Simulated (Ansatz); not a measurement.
A geometry of AlNi away from equilibrium: the start of the relaxation of a relaxed AlNi cell displaced along its unstable phonon at q = (½, ½, 0) of its primitive reciprocal cell (101i cm⁻¹), largest move 0.15 Å. Calculation: r2SCAN (plane waves to 500 eV, PAW, scalar-relativistic; Ansatz, a first-principles code). Γ-centred k-mesh 11×11×6 on the run's cell (coarser than for final values), Fermi–Dirac smearing 0.05 eV.

```xyz
8
Lattice="6.1218 0.0000 0.0000 3.0609 3.0609 0.0000 0.0000 0.0000 5.2424" Properties=species:S:1:pos:R:3:forces:R:3 pbc="T T T" free_energy=-25546.257 pressure_GPa=-0.4
Al     1.5404     0.1386     3.4598    0.0094   -0.0007    0.0445
Al     4.5814    -0.1386     3.4598   -0.0094    0.0007    0.0445
Al     5.9832     1.5205     1.7826    0.0007   -0.0094   -0.0445
Al     3.1996     1.5404     1.7826   -0.0007    0.0094   -0.0445
Ni     1.5412     0.1496     0.7474    0.0203    0.1548   -0.0249
Ni     4.5806    -0.1496     0.7474   -0.0203   -0.1548   -0.0249
Ni     5.9722     1.5197     4.4951   -0.1548   -0.0203    0.0249
Ni     3.2105     1.5412     4.4951    0.1548    0.0203    0.0249
```

Positions in Å, forces in eV/Å, free energy of the cell in eV (comparable only within this code, potentials and settings). Largest force: 0.16 eV/Å, on Ni5, Ni6, Ni7, Ni8 (atoms numbered as listed); the geometry lies 0.03 eV/atom above the end of its relaxation.

No spin polarisation in the result. A magnetic state may lie lower.

The run could not lose the symmetry of its start, so the end can be a saddle point.

The end of the path is a generated cell of AlNi: the first start was made by placing the elements on the sites of a structure type, and the end was not matched to a known phase here, so it may be hypothetical. Known forms of AlNi include space group No. 221.
